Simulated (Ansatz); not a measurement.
TiB$_{2}$ (AlB2 type, space group P6/mmm)

```
TiB2
1.0
    3.02488     0.00000     0.00000
   -1.51244     2.61962     0.00000
    0.00000     0.00000     3.22383
Ti B
1 2
Cartesian
  0.00000   0.00000   0.00000
  0.00000   1.74642   1.61192
  1.51244   0.87321   1.61192
```

In this cell atom 3 (B, nearest neighbour B at 1.746 Å; its periodic images, 3.0 Å or more away, move with it) is moved by s along Cartesian [111], unit vector (0.577, 0.577, 0.577); all other atoms and the cell stay fixed.

Computed with r2SCAN (plane waves to 500 eV, PAW, scalar-relativistic; Ansatz, a program for electronic structure). k mesh 14×14×12 (Γ-centred), Fermi-Dirac smearing 0.05 eV. The energy includes the smearing's −TS. With partly filled bands, energies and forces of such displacements shift with the k mesh and the smearing. The PAW data are Ansatz's earlier set. TiB2 is run without spin polarisation. TiB2 was relaxed with its symmetry unable to fall. The zero of ΔE is the undisplaced structure.

The scan covers s from -0.520 to 0.520 Å in 11 points.

Is this a single well or a double well?

A single well with its minimum at or next to zero displacement.

Is the energy the same for displacements of ±0.520 Å, and if not, which side lies higher?

Not even: the positive side lies higher at ±0.520 Å. With its periodic images moving along, the atom's site symmetry in this cell is -6m2.

What is the energy change at s = 0.520 Å?

2658 meV/cell.

What is the force constant k = d²E/ds² of this move at s = 0?

16.2 eV/Å².

(A displaced cell: forces are minus the slopes of the energy, force constants its curvatures, and phonons follow from these.)
